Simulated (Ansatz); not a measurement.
Structure: a 12-atom cell of ZrSnO₄ built on the rutile structure (relaxed group P-42_1m), at its r2SCAN minimum. Space group P-42_1m (No. 113), tetragonal; a = 4.813 Å, c = 6.478 Å in the conventional setting, 12.51 Å³ an atom. Sn is surrounded by 6 O at 2.06–2.08 Å; O is surrounded by 2 Sn at 2.06–2.08 Å and 1 Zr at 2.11 Å; Zr is surrounded by 6 O at 2.09–2.11 Å; O is surrounded by 1 Sn at 2.08 Å and 2 Zr at 2.09–2.11 Å.

```cif
data_structure
_symmetry_space_group_name_H-M 'P-42_1m'
_symmetry_Int_Tables_number 113
_cell_length_a 4.8133
_cell_length_b 4.8133
_cell_length_c 6.4778
_cell_angle_alpha 90.000
_cell_angle_beta 90.000
_cell_angle_gamma 90.000
_cell_volume 150.08
loop_
_atom_site_label
_atom_site_type_symbol
_atom_site_symmetry_multiplicity
_atom_site_Wyckoff_symbol
_atom_site_fract_x
_atom_site_fract_y
_atom_site_fract_z
_atom_site_occupancy
Sn1 Sn 2 c 0.00000 0.50000 0.12198 1
O1 O 4 e 0.69713 0.80287 0.12307 1
Zr1 Zr 2 c 0.00000 0.50000 0.62513 1
O2 O 4 e 0.69269 0.80731 0.62961 1
```

The questions ask for values computed with Ansatz on this geometry. Simulation only: non-magnetic, and no claim that this is the phase found in nature.

**Question.** What gap does PBE give, and where are the band edges?

**Answer.** The PBE gap is direct at Γ: 2.79 eV.

**Question.** Estimate the gap with PBE+SOC on 6×6×4.

**Answer.** The PBE+SOC gap is direct at Γ: 2.79 eV. The gap differs by 0.00 eV from PBE's.

**Question.** What does r2SCAN give for the gap (6×6×4 mesh)?

**Answer.** With r2SCAN the gap is 3.41 eV and direct, at Γ. The gap differs by +0.62 eV from PBE's.

**Question.** Relaxed again with PBEsol, is the cell stable at the zone centre, and where do its optical modes lie?

**Answer.** All optical modes at Γ are real, from 99 to 748 cm⁻¹ without the longitudinal term; this says nothing of other wave vectors. The long-range field leaves the highest mode where it is. The program warns that the force constants, and all that is formed from them, aren't settled on this k mesh.

Only the levels marked +SOC include spin-orbit coupling.

Run but not listed, since they were read on a mesh alone, on too coarse a mesh, or into states of the vacuum: HSE06, PBE0.
